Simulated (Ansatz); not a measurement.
Values for one crystal, relaxed and computed with PBEsol (plane waves, PAW; program Ansatz); other levels are named.

| Property | Result |
|---|---|
| Volume per atom | 12.58 Å³ |
| Electronic character | metallic (no gap) |
| Young's modulus | 350 GPa |
| Elastic constants (relaxed ions, GPa) | C11 = 547, C12 = 140, C44 = 103 |
| Debye temperature from the elastic constants | 522 K |
| Zone-centre stability | unstable, softest mode 42i cm⁻¹ |
| Mechanical stability | stable (all eigenvalues of C positive) |

**Question.** Which compound is it?
(A) Ti3AlN, anti-perovskite
(B) Ti3InN, anti-perovskite
(C) TiC, CsCl type
(D) GaRu3C, anti-perovskite

**Answer.** D, GaRu3C, anti-perovskite

Space group Pm-3m (anti-perovskite). The start of the workflow was typed in or built on a structure type; neither database checked (COD, Materials Project) lists it. Its standing as an ambient phase is unchecked. The cell was relaxed with PBEsol under the symmetry of its start; phonons show weakly imaginary modes. No spin polarisation was allowed. As this level gives no gap, shear constants depend on the k-mesh and smearing (Fermi–Dirac, 0.1 eV here). As this level gives no gap, phonon frequencies hold no LO–TO term and depend on the k-mesh and smearing (Fermi–Dirac, 0.1 eV here). Spin–orbit coupling is left out wherever it is not named.

Potentials: the later of the program's two PAW sets.
